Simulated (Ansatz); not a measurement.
Polymorphs of Hg, each relaxed with r²SCAN+D4 (plane waves, PAW; program Ansatz):

A: Cmcm
a = 3.1595 Å, b = 6.2645 Å, c = 5.2426 Å, α = β = γ = 90.00°

```csv
atom,site,symmetry,x,y,z
Hg,4c,m2m,0.0000,0.1390,0.2500
```

B: body-centred tetragonal (I4/mmm)
a = b = 3.621 Å, c = 3.917 Å, α = β = γ = 90.00°

| atom | site | symmetry | x | y | z |
|---|---|---|---|---|---|
| Hg | 2b | 4/mmm | 0.0000 | 0.0000 | 0.5000 |

Rank these by energy per atom at 0 K (lowest first), as r²SCAN+D4 gives it.

B (+0 meV/atom), A (+8 meV/atom)

Not the usual ambient phase: A; B. Gas or liquid at ambient conditions: A; B. All cells were relaxed under the symmetry of their starts (and spin orders); stability against distortions was not tested throughout. Spin–orbit coupling is left out wherever it is not named.

Energies hold the estimated change up to a 700 eV cutoff; steps of a few meV lie near the error of the meshes.

Potentials: the later of the program's two PAW sets.
